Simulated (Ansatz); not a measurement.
CrB:
```yaml
crystal:
  lattice:
    - [1.45160, -3.89775, 0.00000]
    - [1.45160, 3.89775, 0.00000]
    - [0.00000, 0.00000, 2.90167]
  atoms:
    - { symbol: Cr, position: [0.85473, 0.14527, 0.75000] }
    - { symbol: Cr, position: [0.14527, 0.85473, 0.25000] }
    - { symbol: B, position: [0.56500, 0.43500, 0.75000] }
    - { symbol: B, position: [0.43500, 0.56500, 0.25000] }
```

Relaxed with r²SCAN. Special points in fractions of this cell's reciprocal vectors: Γ (0.000, 0.000, 0.000); Y (-0.500, 0.500, 0.000); C0 (-0.285, 0.715, 0.000); Σ0 (0.285, 0.285, 0.000); Z (0.000, 0.000, 0.500); A0 (0.285, 0.285, 0.500); E0 (-0.285, 0.715, 0.500); T (-0.500, 0.500, 0.500); S (0.000, 0.500, 0.000); R (0.000, 0.500, 0.500).

List the band energies nearest the Fermi level at these points for plane-wave PAW r²SCAN (Ansatz code).

In eV from the Fermi level; about four levels below and three above (degenerate sets whole), none deeper than 8.9 eV; points with the same levels are listed once.

```tsv
k	below	above
Γ	-1.84 -0.89 -0.39 -0.17	0.29 0.78 1.16
Y	-3.36 -2.23 -0.76 -0.33	0.55 0.71 0.86
C0	-1.92 -1.59 -0.94 -0.49	1.07 1.07 1.25
Z	-3.77 -3.77 -3.11 -3.11	0.84 0.84 1.27 1.27
A0	-4.23 -4.23 -2.67 -2.67	0.91 0.91 1.18 1.18
T	-2.11 -2.11 -0.76 -0.76	0.39 0.39 1.54 1.54
S	-2.31 -1.74 -0.36 -0.23	0.82 1.07 1.34
R	-4.60 -4.60 -2.69 -2.69	1.18 1.18 1.24 1.24
```

Space group Cmcm. The workflow started from an entry of the Crystallography Open Database (COD). Its standing as an ambient phase is unchecked. The cell was relaxed with r²SCAN under the symmetry of its start; whether a distortion lowers the energy is not shown. The workflow began spin-polarised and lost its moments.

Potentials: the later of the program's two PAW sets.
